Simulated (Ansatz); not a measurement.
**Stress against strain in PIr$_{2}$**

```xyz
3
Lattice="0.0000 2.7675 2.7675 2.7675 0.0000 2.7675 2.7675 2.7675 0.0000" Properties=species:S:1:pos:R:3 pbc="T T T"
P     0.0000    0.0000    0.0000
Ir    1.3838    1.3838    1.3838
Ir    4.1513    4.1513    4.1513
```

Atom numbers follow the list: P1, Ir2, Ir3.

The geometry is COD entry 1011371, unchecked; take it as a test cell.

Spin polarisation is left out, and whether a magnetic state lies lower isn't shown here.

No spin–orbit coupling, which matters for the heavy atoms here.

These are results of Ansatz 0.2.0, DFT, LDA, all-electron LAPW, scalar-relativistic, not measurements.

Sampling and basis: a Γ-centred 11×11×11 k mesh, Fermi–Dirac smearing of 0.05 eV, basis error target 1 meV/atom, no spin polarisation.

The strain is applied along the Cartesian axes of the cell as listed (γ is the engineering shear, twice εxy = εyz = εzx). Fractional coordinates are held (clamped ions).

σ is the change of stress from the unstrained cell, which is at -4.79 GPa; tension is positive, so slopes are stress–strain coefficients at that pressure. In a metal the k mesh adds noise.

Only quantities that a quadratic follows smoothly over the whole series are listed; rougher ones are left out.

| γ | σxy (GPa) |
| --- | --- |
| -0.0200 | -1.25 |
| -0.0100 | -0.56 |
| 0.0000 | 0.00 |
| 0.0200 | 0.86 |

(1) Fit the series and read off the stiffness at zero strain.

(2) One run, at γ = 0.0100, is withheld. Predict its row.

## Answers

(1) Least-squares fits y = p0 + p1 x + p2 x² to the rows give σxy (GPa): p1 = 52.6, p2 = -500. So C44 (clamped ions) = 53 GPa.

(2) The fits give 0.48; the run gave 0.47.
